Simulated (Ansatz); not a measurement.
HfO2 (fluorite)

```yaml
crystal:
  lattice:
    - [0.00000, 5.09760, 5.09760]
    - [2.54880, 0.00000, 2.54880]
    - [2.54880, 2.54880, 0.00000]
  atoms:
    - { symbol: Hf, position: [0.00000, 0.00000, 0.00000] }
    - { symbol: Hf, position: [0.50000, 0.00000, 0.00000] }
    - { symbol: O, position: [0.12500, 0.25000, 0.25000] }
    - { symbol: O, position: [0.62500, 0.25000, 0.25000] }
    - { symbol: O, position: [0.37500, 0.75000, 0.75000] }
    - { symbol: O, position: [0.87500, 0.75000, 0.75000] }
```

A phonon eigenvector at L = (0.5, 0.0, 0.0) is frozen into this cell: atom i moves by Q times the vector below, so Q is the largest atomic displacement, in Å. The cell is held. It is one choice among 2 degenerate patterns. (q is in reciprocal vectors of the primitive cell; the cell shown is doubled to hold the pattern.)

```
atom       x       y       z
----  ------  ------  ------
Hf1    0.005  -0.009   0.014
Hf2   -0.005   0.009  -0.014
O3    -0.285   0.520  -0.805
O4     0.285  -0.520   0.805
O5     0.285  -0.520   0.805
O6    -0.285   0.520  -0.805
```

These are PBE (plane waves to 420 eV, PAW, scalar-relativistic; Ansatz, a program for electronic structure) values and carry that method's errors. k mesh 11×11×11 (Γ-centred), Fermi-Dirac smearing 0.05 eV. E stands for the smeared free energy. HfO2 is run without spin polarisation. HfO2 was relaxed with its symmetry unable to fall. Spin-orbit coupling is left out, though Hf is heavy. This is a high-temperature form of HfO2. The zero of ΔE is the undisplaced structure.

```json
[
 {"Q (Å)": "-0.180", "ΔE (meV/cell)": "602"},
 {"Q (Å)": "-0.120", "ΔE (meV/cell)": "261"},
 {"Q (Å)": "-0.060", "ΔE (meV/cell)": "64"},
 {"Q (Å)": "0.000", "ΔE (meV/cell)": "0"},
 {"Q (Å)": "0.060", "ΔE (meV/cell)": "64"},
 {"Q (Å)": "0.120", "ΔE (meV/cell)": "261"},
 {"Q (Å)": "0.180", "ΔE (meV/cell)": "602"}
]
```

**Question.** Which DFPT wavenumber at L = (0.5, 0.0, 0.0) belongs to this mode?
A) 388 cm⁻¹
B) 183 cm⁻¹
C) 82 cm⁻¹
D) 574 cm⁻¹

**Answer.** A, 388 cm⁻¹. The curvature of the scan gives 388 cm⁻¹

(A displaced cell: forces are minus the slopes of the energy, force constants its curvatures, and phonons follow from these.)
